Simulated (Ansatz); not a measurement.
Scan of one atom of the cell for Te (trigonal-Te type, space group P3_121)

Te (trigonal-Te type, space group P3_121)

```yaml
crystal:
  lattice:
    - [4.52090, 0.00000, 0.00000]
    - [-2.26045, 3.91521, 0.00000]
    - [0.00000, 0.00000, 5.95427]
  atoms:
    - { symbol: Te, position: [0.26811, 0.00000, 0.33333] }
    - { symbol: Te, position: [0.00000, 0.26811, 0.66667] }
    - { symbol: Te, position: [0.73189, 0.73189, 0.00000] }
```

In this cell atom 2 (Te, nearest neighbour Te at 2.889 Å; its periodic images, 4.5 Å or more away, move with it) is moved by s along Cartesian [111], unit vector (0.577, 0.577, 0.577); all other atoms and the cell stay fixed.

These are PBE (plane waves to 420 eV, PAW, scalar-relativistic; Ansatz, a first-principles code) values and carry that method's errors. k mesh 7×7×5 (Γ-centred), Fermi-Dirac smearing 0.05 eV. The energy includes the smearing's −TS. Compression counts positive. As the smearing reaches across the gap at some points, energies and forces of such displacements shift with the k mesh and the smearing. F∥ is the force on the atom along that direction. F⊥ is the part of the force across the line. Spin-orbit coupling is left out, though Te is heavy. Te was relaxed with its symmetry unable to fall. The zero of ΔE is the undisplaced structure.

```json
[
 {"s (Å)": "-0.870", "ΔE (meV/cell)": "996", "F∥ (eV/Å)": "2.543", "P (GPa)": "4.6", "|F⊥| (eV/Å)": "1.111"},
 {"s (Å)": "-0.696", "ΔE (meV/cell)": "619", "F∥ (eV/Å)": "1.839", "P (GPa)": "3.1", "|F⊥| (eV/Å)": "0.832"},
 {"s (Å)": "-0.522", "ΔE (meV/cell)": "345", "F∥ (eV/Å)": "1.328", "P (GPa)": "2.0", "|F⊥| (eV/Å)": "0.603"},
 {"s (Å)": "-0.348", "ΔE (meV/cell)": "154", "F∥ (eV/Å)": "0.882", "P (GPa)": "1.1", "|F⊥| (eV/Å)": "0.386"},
 {"s (Å)": "-0.174", "ΔE (meV/cell)": "38", "F∥ (eV/Å)": "0.441", "P (GPa)": "0.4", "|F⊥| (eV/Å)": "0.185"},
 {"s (Å)": "0.000", "ΔE (meV/cell)": "0", "F∥ (eV/Å)": "0.000", "P (GPa)": "0.0", "|F⊥| (eV/Å)": "0.002"},
 {"s (Å)": "0.174", "ΔE (meV/cell)": "39", "F∥ (eV/Å)": "-0.457", "P (GPa)": "-0.1", "|F⊥| (eV/Å)": "0.164"},
 {"s (Å)": "0.348", "ΔE (meV/cell)": "159", "F∥ (eV/Å)": "-0.922", "P (GPa)": "0.1", "|F⊥| (eV/Å)": "0.309"},
 {"s (Å)": "0.522", "ΔE (meV/cell)": "361", "F∥ (eV/Å)": "-1.401", "P (GPa)": "0.7", "|F⊥| (eV/Å)": "0.474"},
 {"s (Å)": "0.696", "ΔE (meV/cell)": "652", "F∥ (eV/Å)": "-1.962", "P (GPa)": "1.7", "|F⊥| (eV/Å)": "0.653"},
 {"s (Å)": "0.870", "ΔE (meV/cell)": "1060", "F∥ (eV/Å)": "-2.827", "P (GPa)": "3.5", "|F⊥| (eV/Å)": "0.840"}
]
```

What the scan shows:

Energy at s = 0.870 Å: 1060 meV/cell
Force along the line at s = -0.870 Å: 2.54 eV/Å
Symmetry of the curve: not even: the positive side lies higher at ±0.870 Å
Shape of the curve: a single well with its minimum at or next to zero displacement
Force constant k = d²E/ds² at s = 0 (finite differences): 2.58 eV/Å²
Harmonic estimate at the end of the scan: ½ks² = 975 meV/cell against the computed 1060 meV/cell, so the well is stiffer than harmonic there

(A displaced cell: forces are minus the slopes of the energy, force constants its curvatures, and phonons follow from these.)
